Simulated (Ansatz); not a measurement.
NaMgF₃: excitons and shallow donors from band masses and screening

Computed with DFT r2SCAN, scalar-relativistic, plane waves, PAW (Ansatz 0.2.0).

Plane waves to 500 eV, a k mesh through Γ of 6×6×6 on the computed 5-atom cell and Gaussian smearing (0.02 eV); no spin polarisation.

Relaxed cell: Pm-3m, a = 3.887 Å, b = 3.887 Å, c = 3.887 Å, α = 90.00°, β = 90.00°, γ = 90.00°, 5 atoms in the primitive cell.

The calculation gives a Kohn–Sham gap of 7.07 eV, an electron mass of 0.56 mₑ and a hole mass of 2.6 mₑ (harmonic means over x, y, z and over the bands degenerate at each edge), and ε∞ = 1.88 (independent particles, mean of the diagonal).

Question: Estimate the binding energy and radius of a Wannier–Mott exciton and of a shallow donor, and say whether the hydrogenic model can hold.

Answer: The reduced mass is μ = mₙmₕ/(mₙ + mₕ) = 0.461 mₑ, with mₙ and mₕ the band masses. With E_b = 13.606 eV × μ/ε² and a = 0.529 Å × ε/μ (μ in mₑ) the exciton has E_b = 1767 meV and a = 2.2 Å. For a donor μ is the electron mass: 2148 meV and 1.8 Å. The radius isn't large against the shortest lattice vector (3.89 Å), so the continuum picture is doubtful and the numbers are only a scale. In a polar crystal the ions screen too, so a state bound more weakly than an optical phonon feels the larger static constant, which lowers the energy and widens the orbit. The other way, the small Kohn–Sham gap and the missing local fields make ε∞ too large and the masses tend to be too light, which underbinds. The edges lie at different points of the zone, so the exciton is indirect.

Symmetry holds off the tilts and polar distortions that many cubic perovskites undergo.

Cost: 4 runs of about 1.7 core-minutes in all, on Arm Neoverse V1 (shared hosts).